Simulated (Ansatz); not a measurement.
CaLuBi2O4 in Ansatz, relaxation

Launch command:

```bash
ansatz run input.yaml --threads 2 --pin off --max-ram 3584MiB --backend cpu --events-out ev --progress --plain --runs-dir out
```

Input:

```yaml
crystal:
  lattice:
    - [3.800866, 0.0, 0.0]
    - [0.0, 3.800866, 0.0]
    - [0.0, 0.0, 9.025176]
  atoms:
    - { symbol: Lu, position: [0.0, 0.0, 0.0] }
    - { symbol: Bi, position: [0.5, 0.5, 0.7293] }
    - { symbol: Bi, position: [0.5, 0.5, 0.2707] }
    - { symbol: O, position: [0.5, 0.0, 0.854] }
    - { symbol: O, position: [0.0, 0.5, 0.854] }
    - { symbol: O, position: [0.5, 0.0, 0.146] }
    - { symbol: O, position: [0.0, 0.5, 0.146] }
    - { symbol: Ca, position: [0.0, 0.0, 0.5] }
  symmetry: { tolerance: 0.0003 }
kpoints:
  mp_grid: { grid: [8, 8, 4], shift: [0, 0, 0] }
magnetization:
  spin_polarized: false
scf:
  occupations: { method: fermi_dirac }
  lower_state_search: "off"
hamiltonian:
  pseudopotentials: { kind: paw }
  xc: pbe
basis:
  ecutwfc: 420
  fft_grid_basis: typed
relax:
  max_steps: 40
  f_tol: 0.03
output:
  forces: true
  stress: true
  eigenvalues: true
  bader: true
  populations: true
  elf: true
  write_potential: true
  volumetric_format: npy
  dos:
    e_range: [-12, 8]
    de: 0.05
    projected: { site_lists: { Bi: [Bi], Ca: [Ca], Lu: [Lu], O: [O] } }
checkpoint:
  read: saved_state
```

Origin of the cell: a known structure type with other elements, at an estimated volume, so it need not be a known compound.

The smearing width isn't typed, so it takes its default of 0.1 eV.

The saved state is a converged single point of the same cell.

Steps:

| step | ΔF (meV/atom) | max force component (eV/Å) | SCF iterations | step was |
| --- | --- | --- | --- | --- |
| 1 | 0.0 | 1.253 | 7 | accepted |
| 2 | -9.5 | 0.475 | 6 | accepted |
| 3 | -12.2 | 0.022 | 5 | accepted |
| 4 | -12.2 | 0.022 | 5 | accepted |

Step 1, with forces in eV/Å:

```xyz
8
Lattice="3.801 0.000 0.000 0.000 3.801 0.000 0.000 0.000 9.025" Properties=species:S:1:pos:R:3:forces:R:3 pbc="T T T" step=1
Lu    0.000    0.000    0.000    0.000    0.000    0.000
Bi    1.900    1.900    6.582    0.000    0.000   -1.253
Bi    1.900    1.900    2.443    0.000    0.000    1.253
O     1.900    0.000    7.707    0.000    0.000    0.403
O     0.000    1.900    7.707    0.000    0.000    0.403
O     1.900    0.000    1.318    0.000    0.000   -0.403
O     0.000    1.900    1.318    0.000    0.000   -0.403
Ca    0.000    0.000    4.513    0.000    0.000    0.000
```

Step 2, with forces in eV/Å:

```xyz
8
Lattice="3.801 0.000 0.000 0.000 3.801 0.000 0.000 0.000 9.025" Properties=species:S:1:pos:R:3:forces:R:3 pbc="T T T" step=2
Lu    0.000    0.000    0.000    0.000    0.000    0.000
Bi    1.900    1.900    6.451    0.000    0.000    0.475
Bi    1.900    1.900    2.574    0.000    0.000   -0.475
O     1.900    0.000    7.677    0.000    0.000   -0.008
O     0.000    1.900    7.677    0.000    0.000   -0.008
O     1.900    0.000    1.348    0.000    0.000    0.008
O     0.000    1.900    1.348    0.000    0.000    0.008
Ca    0.000    0.000    4.513    0.000    0.000    0.000
```

Step 3, with forces in eV/Å:

```xyz
8
Lattice="3.801 0.000 0.000 0.000 3.801 0.000 0.000 0.000 9.025" Properties=species:S:1:pos:R:3:forces:R:3 pbc="T T T" step=3
Lu    0.000    0.000    0.000    0.000    0.000    0.000
Bi    1.900    1.900    6.498    0.000    0.000   -0.022
Bi    1.900    1.900    2.527    0.000    0.000    0.022
O     1.900    0.000    7.696    0.000    0.000    0.017
O     0.000    1.900    7.696    0.000    0.000    0.017
O     1.900    0.000    1.329    0.000    0.000   -0.017
O     0.000    1.900    1.329    0.000    0.000   -0.017
Ca    0.000    0.000    4.513    0.000    0.000    0.000
```

Step 4, with forces in eV/Å:

```xyz
8
Lattice="3.801 0.000 0.000 0.000 3.801 0.000 0.000 0.000 9.025" Properties=species:S:1:pos:R:3:forces:R:3 pbc="T T T" step=4
Lu    0.000    0.000    0.000    0.000    0.000    0.000
Bi    1.900    1.900    6.498    0.000    0.000   -0.022
Bi    1.900    1.900    2.527    0.000    0.000    0.022
O     1.900    0.000    7.696    0.000    0.000    0.017
O     0.000    1.900    7.696    0.000    0.000    0.017
O     1.900    0.000    1.329    0.000    0.000   -0.017
O     0.000    1.900    1.329    0.000    0.000   -0.017
Ca    0.000    0.000    4.513    0.000    0.000    0.000
```

```
Free energy lowered by  : 12.2 meV/atom
Final pressure          : 10.02 GPa
Relaxation steps listed : 4
```

Caveats: no moments, though an odd count or open d shells may carry them; no spin-orbit coupling, though heavy elements are present; the SCF threshold is looser than advised for a stress; the relaxation held the start's symmetry, so the end may be a saddle point.

The run took 88 s on 2 threads of Arm Neoverse V1, on a shared host, peak memory 0.61 GiB, from a saved density.
